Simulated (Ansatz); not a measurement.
Lattice vibrations of Cd3Se2 at Γ

Method: DFT PBE, scalar-relativistic, plane waves, PAW (Ansatz). Cutoff 420 eV, 12×12×2 k-points (Γ-centred), Gaussian smearing of 0.01 eV. No spin polarisation. Phonons by linear response, acoustic sum rule imposed.

Equilibrium structure at this level:
```xyz
10
Lattice="4.0789 0.0000 0.0000 -2.0395 3.5324 0.0000 0.0000 0.0000 18.4331" Properties=species:S:1:pos:R:3 pbc="T T T"
Cd    0.0000    2.3550   15.1801
Cd    2.0395    1.1775    5.9636
Cd    2.0395    1.1775    3.2530
Cd    0.0000    2.3550   12.4696
Cd    0.0000    0.0000    0.0000
Cd    0.0000    0.0000    9.2166
Se    2.0395    1.1775   16.7786
Se    0.0000    2.3550    7.5620
Se    2.0395    1.1775   10.8711
Se    0.0000    2.3550    1.6546
```

It was reached by relaxing an invented guess, and it needn't be the stable form of this composition.

Task: Is this structure stable against zone-centre distortions?

Result: Yes, at Γ: no optical mode is imaginary. Strains and other wave vectors aren't tested by this run.

Task: List the optical modes at Γ (i marks imaginary ones).

Result:
| frequency (cm⁻¹) | degeneracy |
| --- | --- |
| 18 | 2 |
| 35 | 2 |
| 44 | 2 |
| 67 | 2 |
| 68 | 2 |
| 69 | 1 |
| 69 | 1 |
| 71 | 2 |
| 74 | 2 |
| 86 | 2 |
| 87 | 2 |
| 89 | 1 |
| 120 | 1 |
| 129 | 1 |
| 149 | 1 |
| 151 | 1 |
| 179 | 1 |
| 181 | 1 |
